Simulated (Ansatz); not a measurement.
Re:
```xyz
2
Lattice="2.7581 0.0000 0.0000 -1.3791 2.3886 0.0000 0.0000 0.0000 4.4614" Properties=species:S:1:pos:R:3 pbc="T T T"
Re     0.0000     1.5924     1.1153
Re     1.3791     0.7962     3.3460
```

Relaxed with r²SCAN.

Q: Map the valence electron density (e/Å³), cut off at 5 on the plane through (0.333, 0.667, 0.250) spanned by u = [1, 1, 0] and v = [1, -1, 0] in lattice vectors, from r²SCAN in the plane-wave PAW code Ansatz.

A: x is the fraction of u, y of v (the angle between them is 90°; rows are the nearest grid lines); atoms in the plane: Re at (0.00, 0.00), Re at (0.50, 0.50).
```
|99995200000259999|
|99994100000149999|
|99963100000136999|
|77531000000013577|
|32210000000001223|
|00000000000000000|
|00000000000000000|
|00000000000000000|
|00000122322100000|
|00001357775310000|
|00013699999631000|
|00014999999941000|
|00014999999941000|
|00013699999631000|
|00001357775310000|
|00000122322100000|
|00000000000000000|
|00000000000000000|
|00000000000000000|
|32210000000001223|
|77531000000013577|
|99963100000136999|
|99994100000149999|
|99995200000259999|
```
Scale: ten equal steps from 0.345 (start of '0') to 5.00 (end of '9'), in the order '0123456789'; x runs from 0.000 to 1.00, y from 0.000 (bottom) to 1.00 (top).

The density is the valence pseudo-density with augmentation charge, so density and ELF within about 1 Å of a nucleus are not all-electron values.

Space group P6_3/mmc (hcp (Mg type)). Symmetry was held in the r²SCAN relaxation; of distortions, only those at the zone centre were tested. No spin polarisation was allowed. Spin–orbit coupling is left out wherever it is not named.

Potentials: the earlier of the program's two PAW sets.
